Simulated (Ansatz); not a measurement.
Method: DFT PBE, scalar-relativistic, plane waves, PAW in Ansatz 0.2.0. All cells share a 420 eV cutoff and Γ-centred k meshes spaced at most about 0.3 Å⁻¹ (about 0.25 or finer for metals, 2π included). Collinear spin in cells that started with moments and kept them past the coarse steps, no spin elsewhere.

Temperature and zero-point effects are left out.

Compare these two cells of Na3Zn2N, each relaxed at this level.

A. (site moments N 1.3 μB)

```
Na Zn N
1.0
     6.00652    0.00000    0.00000
     0.00000    6.00652    0.00000
     0.00000    0.00000    4.67041
Na Zn N
3 2 1
Direct
  0.00000 0.50000 0.50000
  0.50000 0.00000 0.50000
  0.50000 0.50000 0.50000
  0.00000 0.00000 0.24722
  0.00000 0.00000 0.75278
  0.50000 0.50000 0.00000
```

B. (site moments N 1.8 μB)

```
Na Zn N
1.0
     3.95404    0.00000    0.00000
     0.00000    3.95404    0.00000
     0.00000    0.00000   12.28734
Na Zn N
3 2 1
Cartesian
  1.9770 1.9770 6.1437
  0.0000 0.0000 0.0000
  0.0000 0.0000 6.1437
  0.0000 0.0000 9.1155
  0.0000 0.0000 3.1719
  1.9770 1.9770 0.0000
```

Question: Which is lower in energy, and by how much?

Answer: A is lower, by 240 meV/atom. A has space group P4/mmm (No. 123), 28.1 Å³/atom and no gap on its mesh; B has space group P4/mmm (No. 123), 32.0 Å³/atom and no gap. Counting Na or Zn atoms around N (for each partner element, those within 1.25 times its shortest distance or 1.15 times the sum of covalent radii, where it is the nearest in units of that sum or under 1.3), A has N 2 and B has N 4. The denser one is the lower, and pressure would at first widen the difference. Even the lower one lies +0.77 eV/atom against the reference forms of the elements (uncorrected), so neither is stable at this level. In A, Na on a site of symmetry mmm has 2 Na at 3.00 Å and 4 Zn at 3.23 Å; Zn has 2 Zn at 2.31–2.36 Å and 4 Na at 3.23 Å; around N lie 2 Na at 2.34 Å; 1 more site not described. In B, Na on its first site has 4 Na at 2.80 Å; Zn is surrounded by 1 Na at 2.97 Å and 1 Na at 3.17 Å; around N lie 4 Na at 2.80 Å; 2 more sites not described. Both come from invented guesses. A third cell relaxed alike, in R-3m, lies 0.54 eV/atom below the lower of the two.

The magnetic state reached may not be the lowest. Cells relaxed within their symmetry can be saddle points. Some types were kept out of the candidates beforehand, so the set may lack a known form.
